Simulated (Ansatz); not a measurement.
Ansatz input

```yaml
crystal:
  lattice:
    - [-2.2927439305, 2.2940830759, 1.2742072917]
    - [2.2940830759, -2.2927439305, 1.2742072917]
    - [2.296074933, 2.296074933, -1.2717546446]
  atoms:
    - { symbol: Si, position: [7.6927e-06, 0.9999923073, 1.0] }
    - { symbol: Si, position: [0.7499923073, 0.2500076927, 0.5] }
hamiltonian:
  xc: r2scan
  pseudopotentials:
    kind: paw
    azcp:
      Si: "pseudopotentials/Si.paw.azcp"
basis:
  ecutwfc: 500
  fft_grid_basis: typed
kpoints:
  mp_grid: { grid: [15, 15, 11], shift: [0, 0, 0] }
magnetization:
  spin_polarized: false
scf:
  occupations: { method: fermi_dirac, width: 0.1 }
  lower_state_search: "off"
output:
  stress: true
  write_density: true
  write_potential: true
  elf: true
  volumetric_format: npy
```

and its output:

```
Engine: ansatz 0.2.0, x86_64-unknown-linux-gnu
Pseudopotentials: kind: paw
Pseudopotential: Si, paw, valence charge 4, recommended cutoff 500 eV (meta_gga) 
Functional definition: r2SCAN
  parameter k0 = 0.174
  parameter k1 = 0.065
  parameter a1 = 4.9479
  exchange = r2scan_x(k0 = k0, k1 = k1, a1 = a1)
  correlation = r2scan_c
Crystal: 2 atoms, lattice volume = 26.847 Å³
Basis set: ecut = 500 eV, 693 PW (Γ), exchange–correlation on 108×108×108 points (64 copies of the dense FFT grid, shifted against one another)
Bands: 8, of which v1, the nominal top of the filled ones, is band 4 counted from 1 (3 counted from 0)
Symmetry: 4 space group operations
Space group: C2/c (ITA 15), of the structure as read, at distance tolerance 3.0e-5 Å
k-points: 664 of 2475
Non-local potential: Si, projectors of the file, l = 0: 2, l = 1: 2, l = 2: 2
PAW form: soft (Blöchl's): semilocal exchange-correlation on the pseudo side does not see the compensation charge
PAW frozen core: Si, regenerated for the run's functional (the file was generated under x = pbe(κ = 0.804, μ = 0.2195149727645171), c = pbe(β = 0.06672455060314922))
PAW one-centre angular grid: Si, 302 points (default); XC on 160 Gauss nodes
Initial density: superposition of atomic densities (neutral atoms: chi_scale 0, normalization atom), corrected by the library's trained network
Initial wavefunctions: pseudopotential atomic-orbital guess
Functional: x = r2scan, c = r2scan; τ floored in thin density (d = 2e-4 eV/Å³)
SCF iter   1: F=-1277.091254 eV  HF=-1277.045081 eV  |F-HF|=4.62e-2  |Δ(HF+E_count)|=         —  Δρ=4.62e-3  dr2=3.43e-3  dr2_τ=1.74e-2  ethr=1.77e-3  ⟨swp⟩=5.1  Hψ=43817  notcnv=0
SCF iter   2: F=-1277.097118 eV  HF=-1277.095769 eV  |F-HF|=1.35e-3  |Δ(HF+E_count)|=   5.07e-2  Δρ=3.66e-3  dr2=2.08e-3  dr2_τ=1.13e-5  ethr=4.28e-5  ⟨swp⟩=2.0  Hψ=15936  notcnv=0
SCF iter   3: F=-1277.097517 eV  HF=-1277.097437 eV  |F-HF|=8.01e-5  |Δ(HF+E_count)|=   1.67e-3  Δρ=4.22e-4  dr2=2.77e-5  dr2_τ=6.82e-6  ethr=2.59e-5  ⟨swp⟩=2.0  Hψ=7994  notcnv=0
SCF iter   4: F=-1277.097524 eV  HF=-1277.097499 eV  |F-HF|=2.55e-5  |Δ(HF+E_count)|=   6.21e-5  Δρ=2.49e-4  dr2=1.02e-5  dr2_τ=2.04e-7  ethr=3.46e-7  ⟨swp⟩=2.2  Hψ=7746  notcnv=0
SCF iter   5: F=-1277.097530 eV  HF=-1277.097529 eV  |F-HF|=6.18e-7  |Δ(HF+E_count)|=   3.04e-5  Δρ=4.02e-5  dr2=2.37e-7  dr2_τ=8.03e-9  ethr=1.28e-7  ⟨swp⟩=2.0  Hψ=8017  notcnv=0
SCF iter   6: F=-1277.097530 eV  HF=-1277.097530 eV  |F-HF|=3.60e-9  |Δ(HF+E_count)|=   7.66e-7  Δρ=3.72e-6  dr2=2.91e-9  dr2_τ=6.06e-11  ethr=1.25e-9  ⟨swp⟩=9.5  Hψ=38900  notcnv=0
SCF 1 converged in 6 iterations: F = -1277.097530 eV  dr2 = 2.91e-9
SCF converged after 6 iterations
Free energy (F): -1277.097530 eV
Harris-Foulkes:  -1277.097530 eV  (|F-HF|=3.60e-9)
Internal energy: -1277.075763 eV  (E = F + TS)
E sigma→0 (E₀):  -1277.086646 eV
Entropy (-TS):   -0.021767 eV (-10.884 meV/atom)
Fermi energy:    11.475324 eV
--- Per-component energies (eV) ---
  E_band       = 42.039836
  E_kinetic    = 87.741307
  E_local      = 5.203975  (includes V_loc(G=0)·N_el)
  E_nonlocal   = 50.396213
  E_hartree    = 1.893198
  E_xc         = -106.287525
  E_vxc        = -104.690000  (∫ρ·V_xc dr)
  E_paw        = -1038.802219  (= ΣΔE_a)
  E_vpaw       = -4.775482  (= ΣTr[D̂ρ^β])
  E_aug_tail   = 0.000009  (compensation charges beyond the density's cutoff)
  E_vtau       = 4.377427  (kinetic-family band-sum trace: ∫τ·v_τ [+ j·A + Jᵃ·Aᵃ] dr)
  E_ewald      = -277.067856
  E_core_change = -0.152866  (= ΣΔE_core)
  E_smearing   = -0.021767  (= −TS)
  E_closure    = 0.000000  (closes the sum)
  Σ components = -1277.097530   (vs F -1277.097530, Δ=0.00e0)
--- Stress (GPa, compression-positive) ---
       19.582853      -0.027219      -0.117416
       -0.027219      19.582853      -0.117416
       -0.117416      -0.117416      17.415481
  P = ⅓ Tr σ = 18.8604 GPa (188.604 kbar)
--- Band table (eV; the first three rows and the last of 664) ---
  k-point 0: bands = ["-4.2554", "8.4723", "8.5092", "10.0560", "12.7368", "19.7947", "22.1149", "22.1232"]
  k-point 1: bands = ["-4.1359", "7.0654", "8.6164", "10.9009", "13.5893", "18.6698", "21.1063", "22.4500"]
  k-point 2: bands = ["-3.7780", "5.0863", "8.9376", "11.5914", "15.7279", "16.9284", "19.6065", "22.0634"]
  k-point 663: bands = ["1.6886", "2.3464", "3.4897", "4.1407", "17.9470", "17.9658", "26.2876", "26.8789"]
```

Command:

```sh
ansatz run input.yaml --threads 1 --pin off --max-ram 3584MiB --backend cpu --events-out ev --progress --plain --runs-dir out
```

On 1 thread of Intel(R) Xeon(R) Platinum 8259CL CPU @ 2.50GHz (Skylake/Cascade Lake) (shared host) this took about 32 s of wall time and 32 s of CPU time.
